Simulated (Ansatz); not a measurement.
La5Si3:
```
La5Si3
1.0
    8.96314     0.00000     0.00000
   -4.48157     7.76230     0.00000
    0.00000     0.00000     6.94596
La Si
10 6
Direct
  0.33333   0.66667   0.00000
  0.66667   0.33333   0.00000
  0.66667   0.33333   0.50000
  0.33333   0.66667   0.50000
  0.75224   0.00000   0.75000
  0.24776   0.00000   0.25000
  0.75224   0.75224   0.25000
  0.24776   0.24776   0.75000
  0.00000   0.75224   0.75000
  0.00000   0.24776   0.25000
  0.39269   0.00000   0.75000
  0.60731   0.00000   0.25000
  0.39269   0.39269   0.25000
  0.60731   0.60731   0.75000
  0.00000   0.39269   0.75000
  0.00000   0.60731   0.25000
```

Relaxed with r²SCAN. Special points in fractions of this cell's reciprocal vectors: Γ (0.000, 0.000, 0.000); M (0.500, 0.000, 0.000); K (0.333, 0.333, 0.000); A (0.000, 0.000, 0.500); L (0.500, 0.000, 0.500); H (0.333, 0.333, 0.500).

### Question
List the band energies nearest the Fermi level at these points for r²SCAN with spin–orbit coupling in the plane-wave PAW code Ansatz.

### Answer
In eV from the Fermi level; about four levels below and three above (degenerate sets whole), none deeper than 8.9 eV; points with the same levels are listed once.

| k | below | above |
|---|---|---|
| Γ | -0.16 -0.16 -0.16 -0.16 -0.09 -0.09 | 0.10 0.10 0.11 0.11 0.12 0.12 |
| M | -0.39 -0.39 -0.04 -0.04 | 0.18 0.18 0.27 0.27 |
| K | -0.30 -0.30 -0.10 -0.10 | 0.30 0.30 0.41 0.41 |
| A | -0.03 -0.03 -0.03 -0.03 | 0.98 0.98 0.98 0.98 |
| L | -0.88 -0.88 -0.88 -0.88 | 0.00 0.00 0.00 0.00 |
| H | 0.00 0.00 0.00 0.00 | 0.08 0.08 0.08 0.08 |

Space group P6_3/mcm. The first step of the workflow began from a Materials Project structure, measured or hypothetical; the Crystallography Open Database copy checked does not list it. COD files the formula under space group No. 140. Its standing as an ambient phase is unchecked. The r²SCAN relaxation kept the symmetry of its start; its stability against distortions is not shown here.

Potentials: the later of the program's two PAW sets.
